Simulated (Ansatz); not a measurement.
W (bcc, W type)

```yaml
crystal:
  lattice:
    - [-1.58464, 1.58464, 1.58464]
    - [1.58464, -1.58464, 1.58464]
    - [1.58464, 1.58464, -1.58464]
  atoms:
    - { symbol: W, position: [0.00000, 0.00000, 0.00000] }
```

Equation-of-state scan: isotropic scaling of the cell above, V₀ being its volume. Symmetry pins the atoms to their sites.

These are r2SCAN (plane waves to 500 eV, PAW, scalar-relativistic; Ansatz, a program for electronic structure) values and carry that method's errors. k mesh 21×21×21 (Γ-centred), Fermi-Dirac smearing 0.05 eV. E stands for the smeared free energy. Compression counts positive. Spin-orbit coupling is left out, though W is heavy. W is run without spin polarisation. W was relaxed with its symmetry unable to fall. ΔE is measured from the relaxed starting cell. The last digit holds for this mesh only.

```tsv
V (Å³/atom)	ΔE (meV/atom)
14.325	withheld
14.723	101.2
15.121	43.0
15.519	10.3
15.917	0.0
16.315	9.5
16.712	36.5
17.110	78.9
17.508	134.9
```

Fit a third-order Birch-Murnaghan form (E₀, V₀, B₀, B₀′ free) to the given rows and predict ΔE at V = 14.325.

Least squares on the 8 given rows: ΔE = E₀ + (9V₀B₀/16)·y²·[2 + (B₀′ − 4)y], y = (V₀/V)^(2/3) − 1, with V₀ = 15.916 Å³/atom, B₀ = 318.5 GPa (160.2 GPa = 1 eV/Å³; the term in eV is multiplied by 1000), B₀′ = 4.01, E₀ = 0.01 meV/atom; root-mean-square residual 0.03 meV/atom. At 14.325 the fit gives 188.4 meV/atom; the calculation gives 188.7 meV/atom, so the extrapolation is off by -0.3 (-0.2 %). For the pressure the fit gives 41.4 GPa against the computed 41.6 GPa.

(A scan under strain: stresses follow from slopes of the energy per volume, elastic moduli from its curvatures.)
